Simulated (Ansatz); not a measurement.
## Bi2Te3 at a changed volume — field gradients at the nuclei

The cell is a COD entry, relaxed with PBE at fixed cell and then changed (volume scaled by 1.04, ions relaxed).

```cif
data_structure
_symmetry_space_group_name_H-M 'P 1'
_symmetry_Int_Tables_number 1
_cell_length_a 10.6142
_cell_length_b 10.6142
_cell_length_c 10.6142
_cell_angle_alpha 24.166
_cell_angle_beta 24.166
_cell_angle_gamma 24.166
_cell_volume 176.13
loop_
_atom_site_label
_atom_site_type_symbol
_atom_site_fract_x
_atom_site_fract_y
_atom_site_fract_z
_atom_site_occupancy
Bi1 Bi 0.39914 0.39914 0.39914 1
Bi2 Bi 0.60086 0.60086 0.60086 1
Te3 Te 0.00000 0.00000 0.00000 1
Te4 Te 0.21197 0.21197 0.21197 1
Te5 Te 0.78803 0.78803 0.78803 1
```

Sites (sets of like atoms) are named by element and the number of their first atom in this list.

Computed with Ansatz: DFT, PBE, plane waves and PAW, scalar-relativistic, 420 eV cutoff, Γ-centred 12×12×12 k-points, Fermi–Dirac smearing 0.02 eV.

C_Q = eQV_zz/h, which is 24.18 MHz for Q = 1 b and V_zz = 10²¹ V/m²; η = (V_xx − V_yy)/V_zz.

²⁰⁹Bi: I = 9/2, Q = -516.0 mb. Nuclear quadrupole moments: year-2017 set (Pyykkö).

```json
{"site": "Bi", "atoms (order as listed)": "1, 2", "first shell": "6 Te at 3.09–3.27 Å", "V_zz (10²¹ V/m²)": "1.82", "η": "0.00", "C_Q (MHz)": "-22.7"}
{"site": "Te3", "atoms (order as listed)": "3", "first shell": "6 Bi at 3.27 Å", "V_zz (10²¹ V/m²)": "8.74", "η": "0.00", "C_Q (MHz)": "–"}
{"site": "Te4", "atoms (order as listed)": "4, 5", "first shell": "3 Bi at 3.09 Å", "V_zz (10²¹ V/m²)": "-2.80", "η": "0.00", "C_Q (MHz)": "–"}
```

An axis of threefold or higher order runs through Bi, Te3 and Te4, so V_zz lies along it and η is zero.

Te has no stable isotope with a ground-state quadrupole moment in the table, so no C_Q is given.

Spin–orbit coupling is left out, which shifts gradients on Bi by a few per cent in wide-gap crystals, and can shift them far more where the calculated gap is small or absent, as here. With a gap of 0.3 eV on this mesh, the gradients can still move by some per cent as the k-mesh gets denser.
